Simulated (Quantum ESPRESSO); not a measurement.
## Ga5Mo2Hf (finding a planted mistake in a log)

Simulated, not a measurement. The program is pw.x of Quantum ESPRESSO 7.5 (plane-wave density functional theory). The cell is made up: eight metal atoms on a face-centred cubic lattice, with elements, volume, strain and displacements drawn at random and not relaxed, so it may be unstable or far from any real phase. PseudoDojo standard norm-conserving files set the functional (PBE unless stated); there is no spin polarisation or spin-orbit coupling, the Fermi-Dirac width of 0.25 eV means electrons at about 2900 K, and the masses in the input are unused placeholders. Heavy elements are run without spin-orbit coupling, which real alloys of them have. A spin test at this wide smearing found no moment, but such smearing suppresses magnetism that the real alloy may have.

Intended input:

```
&control calculation='scf', pseudo_dir='./dojo.nc.sr.pbe.v0_5.standard.upf', outdir='./o', disk_io='minimal', tprnfor=.true., tstress=.true. /
&system ibrav=0, nat=8, ntyp=3, nbnd=66, ecutwfc=79.96652505, nosym=.true., tot_charge=0,
 occupations='smearing', smearing='fd', degauss=0.0183746611
/
&electrons conv_thr=1.470e-08, electron_maxstep=70, mixing_beta=0.5 /
ATOMIC_SPECIES
Ga 1.0 Ga.upf
Hf 1.0 Hf.upf
Mo 1.0 Mo.upf
CELL_PARAMETERS angstrom
0.0 -2.1306 -2.1306
-4.2613 2.1306 -2.1306
6.3919 6.3919 -4.2613
ATOMIC_POSITIONS angstrom
Ga -0.0878 0.0265 0.0292
Mo -0.0656 2.1035 -2.1899
Mo 0.0029 4.2255 -4.2267
Ga 4.2214 4.2915 -4.2484
Ga -1.9937 -0.0594 -2.0568
Hf -2.0627 2.1171 -4.2247
Ga 2.1482 2.0951 -4.2187
Ga 2.2337 4.2236 -6.4372
K_POINTS automatic
8 5 3 1 1 1
```

The log is shortened where brackets say so; the opening notice, blank lines, dates and the lines on written files are dropped, and the path of the files is cut. It prints rydbergs, bohrs and kilobars, and counts compression as positive stress. Its total energy is the free energy E - TS of the whole cell.

Log of the intended run:

```
     Program PWSCF v.7.5
     Parallel version (MPI & OpenMP), running on       4 processor cores
     Number of MPI processes:                 4
     Threads/MPI process:                     1
     [start-up lines left out]
     bravais-lattice index     =            0
     lattice parameter (alat)  =       5.6940  a.u.
     unit-cell volume          =    1044.3267 (a.u.)^3
     number of atoms/cell      =            8
     number of atomic types    =            3
     number of electrons       =       105.00
     number of Kohn-Sham states=           66
     kinetic-energy cutoff     =      79.9665  Ry
     charge density cutoff     =     319.8661  Ry
     scf convergence threshold =      1.5E-08
     mixing beta               =       0.5000
     number of iterations used =            8  plain     mixing
     Exchange-correlation= PBE
                           (   1   4   3   4   0   0   0)
     [axes and pseudopotential details left out]
   Cartesian axes
     site n.     atom                  positions (alat units)
         1        Ga     tau(   1) = (  -0.0291392   0.0087949   0.0096909  )
         2        Mo     tau(   2) = (  -0.0217714   0.6981128  -0.7267874  )
         3        Mo     tau(   3) = (   0.0009625   1.4023654  -1.4027636  )
         4        Ga     tau(   4) = (   1.4010047   1.4242696  -1.4099655  )
         5        Ga     tau(   5) = (  -0.6616722  -0.0197138  -0.6826139  )
         6        Hf     tau(   6) = (  -0.6845720   0.7026264  -1.4020999  )
         7        Ga     tau(   7) = (   0.7129479   0.6953250  -1.4001086  )
         8        Ga     tau(   8) = (   0.7413238   1.4017348  -2.1363878  )
     number of k points=    60  Fermi-Dirac smearing, width (Ry)=  0.0184
                       cart. coord. in units 2pi/alat
        k(    1) = (  -0.0092077   0.0173086  -0.1056970), wk =   0.0333333
        k(    2) = (  -0.1270550  -0.1005415   0.0121531), wk =   0.0333333
     [further k points left out]
     Dense  grid:   100973 G-vectors     FFT dimensions: (  36,  60, 108)
     Estimated max dynamical RAM per process >     359.87 MB
     Estimated total dynamical RAM >       1.33 GB
     Initial potential from superposition of free atoms
     starting charge     104.9819, renormalised to     105.0000
     Starting wfcs are   75 randomized atomic wfcs
     total cpu time spent up to now is        5.5 secs
     per-process dynamical memory:   282.4 Mb
     Self-consistent Calculation
     iteration #  1     ecut=    79.97 Ry     beta= 0.50
     Davidson diagonalization with overlap
     ethr =  1.00E-02,  avg # of iterations =  2.8
     total cpu time spent up to now is       18.9 secs
     total energy              =   -1158.04125993 Ry
     estimated scf accuracy    <       1.11708267 Ry
     iteration #  2     ecut=    79.97 Ry     beta= 0.50
     Davidson diagonalization with overlap
     ethr =  1.06E-03,  avg # of iterations =  6.5
     total cpu time spent up to now is       34.2 secs
     total energy              =   -1156.90975114 Ry
     estimated scf accuracy    <      26.93687150 Ry
     [iterations 3 to 13 left out]
     iteration # 14     ecut=    79.97 Ry     beta= 0.50
     Davidson diagonalization with overlap
     ethr =  6.78E-11,  avg # of iterations =  2.1
     total cpu time spent up to now is      178.8 secs
     total energy              =   -1158.61590461 Ry
     estimated scf accuracy    <       0.00000002 Ry
     iteration # 15     ecut=    79.97 Ry     beta= 0.50
     Davidson diagonalization with overlap
     ethr =  2.02E-11,  avg # of iterations =  1.7
     total cpu time spent up to now is      189.0 secs
     End of self-consistent calculation
     [lines on levels left out]
!    total energy              =   -1158.61590461 Ry
     estimated scf accuracy    <          1.2E-09 Ry
     smearing contrib. (-TS)   =      -0.09518154 Ry
     internal energy E=F+TS    =   -1158.52072307 Ry
     The total energy is F=E-TS. E is the sum of the following terms:
     one-electron contribution =    -354.68427194 Ry
     hartree contribution      =     258.03051110 Ry
     xc contribution           =    -278.67302436 Ry
     ewald contribution        =    -783.19393787 Ry
     convergence has been achieved in  15 iterations
     Forces acting on atoms (cartesian axes, Ry/au):
     atom    1 type  1   force =     0.02152076    0.00173454   -0.00366627
     atom    2 type  3   force =     0.01049448    0.00830151   -0.00031181
     atom    3 type  3   force =     0.01318483   -0.00310673    0.00287295
     atom    4 type  1   force =     0.00967996   -0.01227741    0.01074115
     atom    5 type  1   force =     0.00433174    0.02110757   -0.02165613
     atom    6 type  2   force =    -0.01656366   -0.00191660   -0.00342552
     atom    7 type  1   force =    -0.01673588   -0.00947935    0.00915734
     atom    8 type  1   force =    -0.02591223   -0.00436352    0.00628828
     Total force =     0.060143     Total SCF correction =     0.000189
     Computing stress (Cartesian axis) and pressure
          total   stress  (Ry/bohr**3)                   (kbar)     P=      -89.88
  -0.00061720  -0.00006876   0.00005796          -90.79      -10.12        8.53
  -0.00006876  -0.00059063   0.00011119          -10.12      -86.88       16.36
   0.00005796   0.00011119  -0.00062517            8.53       16.36      -91.97
     init_run     :      5.20s CPU      5.45s WALL (       1 calls)
     electrons    :    182.19s CPU    183.48s WALL (       1 calls)
     forces       :      1.94s CPU      1.96s WALL (       1 calls)
     stress       :      6.80s CPU      6.81s WALL (       1 calls)
     [timing details left out]
     PWSCF        :   3m16.24s CPU   3m17.83s WALL
     JOB DONE.
```

A second run was made from an input with one planted mistake. Its log:

```
     Program PWSCF v.7.5
     Parallel version (MPI & OpenMP), running on       4 processor cores
     Number of MPI processes:                 4
     Threads/MPI process:                     1
     [start-up lines left out]
     bravais-lattice index     =            0
     lattice parameter (alat)  =       5.6940  a.u.
     unit-cell volume          =    1044.3267 (a.u.)^3
     number of atoms/cell      =            8
     number of atomic types    =            3
     number of electrons       =       105.00
     number of Kohn-Sham states=           66
     kinetic-energy cutoff     =      79.9665  Ry
     charge density cutoff     =     319.8661  Ry
     scf convergence threshold =      1.5E-08
     mixing beta               =       0.5000
     number of iterations used =            8  plain     mixing
     Exchange-correlation= PBE
                           (   1   4   3   4   0   0   0)
     [axes and pseudopotential details left out]
   Cartesian axes
     site n.     atom                  positions (alat units)
         1        Ga     tau(   1) = (  -0.0291392   0.0087949   0.0096909  )
         2        Mo     tau(   2) = (  -0.0217714   0.6981128  -0.7267874  )
         3        Mo     tau(   3) = (   0.0009625   1.4023654  -1.4027636  )
         4        Ga     tau(   4) = (   1.4010047   1.4242696  -1.4099655  )
         5        Ga     tau(   5) = (  -0.6616722  -0.0197138  -0.6826139  )
         6        Hf     tau(   6) = (  -0.6845720   0.7789591  -1.4020999  )
         7        Ga     tau(   7) = (   0.7129479   0.6953250  -1.4001086  )
         8        Ga     tau(   8) = (   0.7413238   1.4017348  -2.1363878  )
     number of k points=    60  Fermi-Dirac smearing, width (Ry)=  0.0184
                       cart. coord. in units 2pi/alat
        k(    1) = (  -0.0092077   0.0173086  -0.1056970), wk =   0.0333333
        k(    2) = (  -0.1270550  -0.1005415   0.0121531), wk =   0.0333333
     [further k points left out]
     Dense  grid:   100973 G-vectors     FFT dimensions: (  36,  60, 108)
     Estimated max dynamical RAM per process >     359.87 MB
     Estimated total dynamical RAM >       1.33 GB
     Initial potential from superposition of free atoms
     starting charge     104.9819, renormalised to     105.0000
     Starting wfcs are   75 randomized atomic wfcs
     total cpu time spent up to now is        5.7 secs
     per-process dynamical memory:   282.4 Mb
     Self-consistent Calculation
     iteration #  1     ecut=    79.97 Ry     beta= 0.50
     Davidson diagonalization with overlap
     ethr =  1.00E-02,  avg # of iterations =  2.8
     Threshold (ethr) on eigenvalues was too large:
     Diagonalizing with lowered threshold
     Davidson diagonalization with overlap
     ethr =  9.97E-04,  avg # of iterations =  1.4
     total cpu time spent up to now is       29.8 secs
     total energy              =   -1158.06595194 Ry
     estimated scf accuracy    <       1.09864364 Ry
     iteration #  2     ecut=    79.97 Ry     beta= 0.50
     Davidson diagonalization with overlap
     ethr =  1.05E-03,  avg # of iterations =  6.5
     total cpu time spent up to now is       44.5 secs
     total energy              =   -1157.05854179 Ry
     estimated scf accuracy    <      21.41760688 Ry
     [iterations 3 to 12 left out]
     iteration # 13     ecut=    79.97 Ry     beta= 0.50
     Davidson diagonalization with overlap
     ethr =  1.10E-10,  avg # of iterations =  4.0
     total cpu time spent up to now is      180.2 secs
     total energy              =   -1158.60785813 Ry
     estimated scf accuracy    <       0.00000546 Ry
     iteration # 14     ecut=    79.97 Ry     beta= 0.50
     Davidson diagonalization with overlap
     ethr =  1.10E-10,  avg # of iterations =  3.0
     total cpu time spent up to now is      191.5 secs
     End of self-consistent calculation
     [lines on levels left out]
!    total energy              =   -1158.60785836 Ry
     estimated scf accuracy    <       0.00000001 Ry
     smearing contrib. (-TS)   =      -0.09495501 Ry
     internal energy E=F+TS    =   -1158.51290335 Ry
     The total energy is F=E-TS. E is the sum of the following terms:
     one-electron contribution =    -356.58935146 Ry
     hartree contribution      =     259.01581056 Ry
     xc contribution           =    -278.70224639 Ry
     ewald contribution        =    -782.23711606 Ry
     convergence has been achieved in  14 iterations
     Forces acting on atoms (cartesian axes, Ry/au):
     atom    1 type  1   force =     0.02365971    0.00443157   -0.00287288
     atom    2 type  3   force =     0.00154067    0.01747009   -0.00087396
     atom    3 type  3   force =     0.02070929    0.00209995   -0.00124196
     atom    4 type  1   force =     0.00929636   -0.01205311    0.01024539
     atom    5 type  1   force =     0.00472208    0.02635382   -0.02667383
     atom    6 type  2   force =    -0.01562680   -0.03507791    0.01639969
     atom    7 type  1   force =    -0.01943033    0.00072277   -0.00112385
     atom    8 type  1   force =    -0.02487099   -0.00394718    0.00614140
     Total force =     0.076750     Total SCF correction =     0.000709
     Computing stress (Cartesian axis) and pressure
          total   stress  (Ry/bohr**3)                   (kbar)     P=      -83.26
  -0.00057019  -0.00008945   0.00006605          -83.88      -13.16        9.72
  -0.00008945  -0.00055950   0.00008072          -13.16      -82.31       11.87
   0.00006605   0.00008072  -0.00056833            9.72       11.87      -83.60
     init_run     :      5.35s CPU      5.62s WALL (       1 calls)
     electrons    :    184.36s CPU    185.88s WALL (       1 calls)
     forces       :      1.92s CPU      1.94s WALL (       1 calls)
     stress       :      6.67s CPU      6.68s WALL (       1 calls)
     [timing details left out]
     PWSCF        :   3m18.41s CPU   3m20.25s WALL
     JOB DONE.
```

Question: the log repeats what the program read. Compare it with the intended run: what was wrong in the second input?

Answer: one coordinate of one atom is wrong. The input lines that differ:

```
- Hf -2.0627 2.1171 -4.2247
+ Hf -2.0627 2.3471 -4.2247
```

```
                                            intended run  run with the mistake
                          free energy (eV)    -15763.772            -15763.663
         entropy term -TS, part of it (eV)        -1.295                -1.292
                            pressure (GPa)         -8.99                 -8.33
size of the largest force component (eV/Å)         0.666                 0.902
largest change of a force component (eV/Å)                               0.853
                                iterations            15                    14
```

For scale, a rerun of the intended cell at a higher cutoff and on a denser mesh moved values by no more than 0.004 eV in energy, 0.19 GPa in stress and 0.014 eV/Å in force, and a second program with other atomic files agreed on that cell to 2 % rms in force and 0.5 GPa in pressure.